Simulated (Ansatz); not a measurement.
## Mn2ZnAs2 (P-3m1): electronic heat capacity from the density of states

The calculation used DFT PBE, scalar-relativistic, plane waves, PAW in Ansatz.

Cutoff 420 eV; k points 12×12×6 on the computed 5-atom cell (Γ-centred); Gaussian smearing, width 0.10 eV; collinear spin from starting moments 2.82 2.82 0 0 0 μB.

Relaxed cell: P-3m1, a = 3.923 Å, b = 3.923 Å, c = 6.478 Å, α = 90.00°, β = 90.00°, γ = 120.00°, 5 atoms in the primitive cell. Whether it is the stable form of this composition wasn't checked.

The density of states at the Fermi level is 3.548 states/eV in the cell of 5 atoms (1 formula unit; both spins, tetrahedra on a 18×18×9 mesh). The run ends with a moment of 5.32 μB a cell (largest on a site 2.56 μB), and the figure is for this state; a paramagnetic sample can have a quite different one. Another magnetic order, if the compound takes it, can change N(E_F) and the shape of the cell a good deal, and may open a gap, where γ is close to zero.

Task: What Sommerfeld coefficient does this give?

Result: Per formula unit N(E_F) = 3.548 states/eV. γ = (π²/3) k_B² N(E_F) N_A = 2.357 mJ/(mol K²) per state/eV, so γ = 8.4 mJ/(mol K²), a mole of formula units. This is the bare band result: a measured γ of the same phase and magnetic order is as a rule larger by a factor 1 + λ from phonons and spin fluctuations. N(E_F) at one energy is sensitive to the mesh where the density of states has sharp peaks.

The run saw a state lower than the one given here. Only parallel moments were tried here.

Only this magnetic start was tried.

Cost: 1 run of about 3.3 core-minutes, on Arm Neoverse V1 (shared hosts).